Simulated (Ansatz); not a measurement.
The relaxed structure here is a generated cell of Nb: the first start was made by placing the elements on the sites of a structure type, and the end was not matched to a known phase here, so it may be hypothetical. Known forms of Nb include space group No. 229.

A relaxed cell of Nb (P6/mmm (No. 191)), relaxed on a k-mesh at least as fine as the one used below. These are r2SCAN (plane waves to 500 eV, PAW, scalar-relativistic; Ansatz, a first-principles code) values and carry that method's errors. Γ-centred k-mesh 8×8×12 on the run's cell (coarser than for final values), Fermi–Dirac smearing 0.05 eV.

```yaml
crystal:
  lattice:
    - [4.88215, 0.00000, 0.00000]
    - [-2.44108, 4.22807, 0.00000]
    - [0.00000, 0.00000, 2.66917]
  atoms:
    - { symbol: Nb, position: [0.00000, 0.00000, 0.00000] }
    - { symbol: Nb, position: [0.33333, 0.66667, 0.50000] }
    - { symbol: Nb, position: [0.66667, 0.33333, 0.50000] }
```

The atoms are displaced along an unstable phonon of this cell by (Å):

| atom | ux | uy | uz |
|---|---|---|---|
| Nb1 | 0.000 | 0.000 | 0.000 |
| Nb2 | 0.000 | 0.000 | 0.150 |
| Nb3 | 0.000 | 0.000 | -0.150 |

Question: What forces (eV/Å) and pressure result?

Answer: 
```json
[
 {"atom": "Nb1", "Fx": "0.00", "Fy": "0.00", "Fz": "0.00"},
 {"atom": "Nb2", "Fx": "0.00", "Fy": "0.00", "Fz": "0.99"},
 {"atom": "Nb3", "Fx": "0.00", "Fy": "0.00", "Fz": "-0.99"}
]
```

Pressure -0.7 GPa.

Question: Estimate the energy cost of the displacement in the harmonic approximation and compare with the calculation.

Answer: For a harmonic well ΔE = −½ Σ F·u = -0.148 eV a cell, or -49 meV/atom. The calculated energy relative to the undisplaced cell is -0.05 eV/atom, so the harmonic estimate holds well.

The undisplaced cell is probably no minimum: from this displacement the run went on to Im-3m (No. 229), 0.19 eV/atom below it.

No spin polarisation in the result.
